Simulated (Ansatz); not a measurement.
# A plane-wave run on TlS

Input file of Ansatz 0.2.0:

```yaml
crystal:
  lattice:
    - [7.009888, 0.0, 0.0]
    - [0.0, 3.790243, 0.0]
    - [0.0, 0.0, 6.74954]
  atoms:
    - { symbol: Tl, position: [0.01, 0.25, 0.81] }
    - { symbol: Tl, position: [0.49, 0.75, 0.31] }
    - { symbol: Tl, position: [0.51, 0.25, 0.69] }
    - { symbol: Tl, position: [0.99, 0.75, 0.19] }
    - { symbol: S, position: [0.22, 0.25, 0.42] }
    - { symbol: S, position: [0.28, 0.75, 0.92] }
    - { symbol: S, position: [0.72, 0.25, 0.08] }
    - { symbol: S, position: [0.78, 0.75, 0.58] }
  symmetry: { tolerance: 0.0003 }
kpoints:
  mp_grid: { grid: [5, 9, 5], shift: [0, 0, 0] }
  band_path:
    path:
      - [0.0, 0.0, 0.0]
      - [0.5, 0.0, 0.0]
      - [0.5, 0.5, 0.0]
      - [0.0, 0.5, 0.0]
      - [0.0, 0.0, 0.0]
      - [0.0, 0.0, 0.5]
      - [0.5, 0.0, 0.5]
      - [0.5, 0.5, 0.5]
      - [0.0, 0.5, 0.5]
      - [0.0, 0.0, 0.5]
      - [0.5, 0.0, 0.0]
    npoints: 6
magnetization:
  spin_polarized: false
scf:
  occupations: { method: fermi_dirac }
  lower_state_search: "off"
  max_iter: 200
hamiltonian:
  pseudopotentials: { kind: paw }
  xc: r2scan
basis:
  ecutwfc: 500
  fft_grid_basis: typed
output:
  forces: true
  stress: true
  eigenvalues: true
  bader: true
  populations: true
  elf: true
  write_potential: true
  volumetric_format: npy
  dos:
    e_range: [-12, 8]
    de: 0.05
    projected: { site_lists: { S: [S], Tl: [Tl] } }
checkpoint:
  read: saved_state
```

The saved state is an earlier solution for the same cell, perhaps on another mesh. 

Output (shortened):

```
Pseudopotentials: kind: paw
Pseudopotential: Tl, paw, valence charge 13, recommended cutoff 500 eV (meta_gga), Tl.paw.azcp
Pseudopotential: S, paw, valence charge 6, recommended cutoff 500 eV (meta_gga), S.paw.azcp
Functional definition: r2SCAN
  exchange = r2scan_x(k0 = k0, k1 = k1, a1 = a1)
  correlation = r2scan_c
Crystal: 8 atoms, lattice volume = 179.330 Å³
Basis set: ecut = 500 eV, 4533 PW (Γ), exchange–correlation on 216×120×200 points (64 copies of the dense FFT grid, shifted against one another)
Bands: 46, of which v1, the nominal top of the filled ones, is band 38 counted from 1 (37 counted from 0)
Symmetry: 8 space group operations
Space group: Pnma (ITA 62), of the structure as read, at distance tolerance 1.7e-3 Å
k-points: 45 of 225
Initial density: read from a saved state, or passed on in memory by an earlier SCF of this step, an earlier step, the calling program or the single point that the run made first
Functional: x = r2scan, c = r2scan; τ floored in thin density (d = 2e-4 eV/Å³)
Free energy (F): -49458.3089 eV
Harris-Foulkes:  -49458.3089 eV  (|F-HF|=9.42e-9)
Internal energy: -49458.2108 eV  (E = F + TS)
E sigma→0 (E₀):  -49458.2599 eV
Entropy (-TS):   -0.0981 eV (-12.265 meV/atom)
Fermi energy:    9.2099 eV
--- Per-component energies (eV) ---
  E_band       = 27.6764
  E_kinetic    = 1775.6465
  E_local      = -4133.7995  (includes V_loc(G=0)·N_el)
  E_nonlocal   = 1388.3419
  E_hartree    = 1544.5043
  E_xc         = -1238.9627
  E_vxc        = -1000.5683  (∫ρ·V_xc dr)
  E_paw        = -43216.4259  (= ΣΔE_a)
  E_vpaw       = -1155.6220  (= ΣTr[D̂ρ^β])
  E_aug_tail   = 0.0000  (compensation charges beyond the density's cutoff)
  E_vtau       = 64.6658  (kinetic-family band-sum trace: ∫τ·v_τ [+ j·A + Jᵃ·Aᵃ] dr)
  E_ewald      = -5581.2355
  E_core_change = 3.7200  (= ΣΔE_core)
  E_smearing   = -0.0981  (= −TS)
--- Forces (eV/Å), atoms counted from 1 ---
  atom   1  Tl     0.1422     0.0000    -1.4564
  atom   2  Tl    -0.1422     0.0000    -1.4564
  atom   3  Tl     0.1422     0.0000     1.4564
  atom   4  Tl    -0.1422     0.0000     1.4564
  atom   5  S     -0.2545     0.0000    -0.2241
  atom   6  S      0.2545     0.0000    -0.2241
  atom   7  S     -0.2545     0.0000     0.2241
  atom   8  S      0.2545     0.0000     0.2241
--- Stress (GPa, compression-positive) ---
        5.2017       0.0000       0.0000
        0.0000       7.3795       0.0000
        0.0000       0.0000       7.6417
  P = ⅓ Tr σ = 6.7410 GPa (67.410 kbar)
--- Löwdin populations: 8 sites ---
  site symbol       q [e]
     0     Tl     12.7555
     1     Tl     12.7555
     2     Tl     12.7555
     3     Tl     12.7555
     4      S      6.1844
     5      S      6.1844
     6      S      6.1844
     7      S      6.1844
  spilling = 0.0032 (of n_electrons = 76.0000)
```

Total energies depend on the potentials used, so only differences within one code and one set of settings carry meaning.

Origin: a known structure type with other elements, at an estimated volume, so it need not be a known compound. Caveats: many states at the Fermi level without spin polarisation, so a magnetic state may lie lower.
